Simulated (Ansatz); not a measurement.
# PbS: sound and stiffness along [100], [110] and [111]

All numbers below come from Ansatz 0.2.0, DFT LDA, scalar-relativistic, plane waves, PAW. Cutoff 420 eV, 10×10×10 k-points (Γ-centred), Gaussian smearing of 0.01 eV. No spin polarisation.

The cell, relaxed at this level:
```cif
data_structure
_symmetry_space_group_name_H-M 'P 1'
_symmetry_Int_Tables_number 1
_cell_length_a 4.1338
_cell_length_b 4.1338
_cell_length_c 4.1338
_cell_angle_alpha 60.000
_cell_angle_beta 60.000
_cell_angle_gamma 60.000
_cell_volume 49.95
loop_
_atom_site_label
_atom_site_type_symbol
_atom_site_fract_x
_atom_site_fract_y
_atom_site_fract_z
_atom_site_occupancy
Pb1 Pb 0.00000 0.00000 0.00000 1
S1 S 0.50000 0.50000 0.50000 1
```

Spin–orbit coupling is left out, which can shift energies with elements as heavy as these.

With ions relaxed, on the cubic axes: C11 = 162.7, C12 = 16.3, C44 = 20.6 GPa. The density is 7.954 g/cm³.

Question: Is the crystal stable against strain, and how anisotropic is it?

Answer: Born's conditions hold: C11 + 2C12 = 195.4, C11 − C12 = 146.4 and C44 = 20.6 GPa are all positive. B = (C11 + 2C12)/3 = 65.1 GPa. The two shear moduli are C44 and C′ = (C11 − C12)/2 = 73.2 GPa, so Zener's ratio is A = C44/C′ = 0.28: the shear C44 is the soft one, as in NaCl, KCl, the halide perovskites and the bcc metals V, Nb, Cr and Mo. The Cauchy pressure C12 − C44 is -4.3 GPa; it would vanish for pair forces between atoms on inversion centres at zero pressure, and a negative value is usual with directional bonding, though many-body forces give one in some ionic oxides too.

Question: Give the sound speeds along the three symmetry directions.

Answer: The Christoffel equation gives ρv² for each branch:
```csv
direction,branch,ρv²,GPa,v (m/s)
[100],L,C11,162.7,4523
[100],T (×2),C44,20.6,1610
[110],L,(C11 + C12 + 2C44)/2,110.2,3721
[110],"T, u ∥ [001]",C44,20.6,1610
[110],"T, u ∥ [1-10]",(C11 − C12)/2,73.2,3034
[111],L,(C11 + 2C12 + 4C44)/3,92.6,3412
[111],T (×2),(C11 − C12 + C44)/3,55.7,2646
```

Question: How does Young's modulus depend on direction?

Answer: Inverting gives S11 = 6.259, S12 = -0.570, S44 = 48.497 TPa⁻¹. Along a unit vector (l, m, n), 1/E = S11 − 2(S11 − S12 − S44/2)(l²m² + m²n² + n²l²), where the last bracket is 0, 1/4 and 1/3 for [100], [110] and [111]: E = 160, 67 and 56 GPa. With A < 1 the cube edge is stiffest. For a film on (001), the biaxial modulus is C11 + C12 − 2C12²/C11 = 176 GPa and the normal strain is −2C12/C11 = -0.20 times the in-plane one.

Cost: 2 runs of about 1.9 core-minutes in all, on Intel Xeon Processor @ 2.50GHz (Skylake/Cascade Lake) (shared hosts).